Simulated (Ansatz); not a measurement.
Density of states of a Li₃Ca₂Cu₃ cell (elements on a hcp lattice, relaxed), per eV and atom, broadened by Gaussian smearing of width 0.1 eV and averaged over bins of 0.4 eV, from 8 eV under the Fermi level at most up to where the solved bands end.

All numbers below come from DFT PBEsol, scalar-relativistic, plane waves, PAW (Ansatz).

Cutoff 420 eV; k points 6×7×4 on the computed 16-atom cell (Γ-centred); Gaussian smearing, width 0.10 eV; no spin polarisation.

```xyz
16
Lattice="2.6674 -6.7000 0.0937 3.3090 7.0403 -0.1110 -0.0388 -0.1753 7.4436" Properties=species:S:1:pos:R:3 pbc="T T T"
Li    2.3596   -1.0300    5.1021
Li    3.3966   -3.2739    4.1883
Li    0.8768    0.4381    3.4256
Li    3.5930    0.6665    6.5669
Li    0.9353   -2.2268    2.8295
Li    3.4228    3.6465    4.8237
Ca    0.4066   -0.2331    7.3477
Ca    1.8724   -3.5018    7.4181
Ca    2.2371    2.6317    1.4773
Ca    3.8435   -0.6092    2.0452
Cu    2.0815   -5.2589    5.1405
Cu    3.2371    1.2729    4.1208
Cu    4.9683   -0.6541    4.7773
Cu    4.4278   -2.1649    6.6710
Cu    1.6306    2.0574    5.9199
Cu    4.9636    2.2344    2.5377
```

```tsv
E − E_F (eV)	total	Cu 3d	Cu 4s	Li 2s	Ca 4s
-6.25	0.051	0.002	0.031	0.012	0.004
-5.85	0.187	0.010	0.123	0.036	0.011
-5.45	0.074	0.005	0.052	0.010	0.004
-5.05	0.074	0.006	0.045	0.012	0.007
-4.65	0.221	0.025	0.133	0.027	0.029
-4.25	0.220	0.074	0.099	0.023	0.018
-3.85	0.686	0.512	0.105	0.034	0.024
-3.45	1.698	1.503	0.084	0.052	0.038
-3.05	2.419	2.195	0.065	0.061	0.064
-2.65	2.714	2.502	0.070	0.053	0.053
-2.25	2.006	1.835	0.050	0.047	0.047
-1.85	0.562	0.349	0.079	0.058	0.055
-1.45	0.356	0.090	0.084	0.080	0.069
-1.05	0.346	0.053	0.082	0.086	0.076
-0.65	0.413	0.039	0.082	0.118	0.082
-0.25	0.414	0.027	0.063	0.124	0.064
0.15	0.551	0.024	0.058	0.120	0.067
0.55	0.603	0.020	0.041	0.089	0.049
```

The columns after the total are the largest Löwdin projections on the valence shells of the potentials, so they needn't add up, and the weight of a shell that a potential lacks goes to other orbitals. The cell has no gap on the mesh.

Cost: 2 runs of about 44 core-minutes in all (earlier runs that led there not counted), on Arm Neoverse V1 (shared hosts).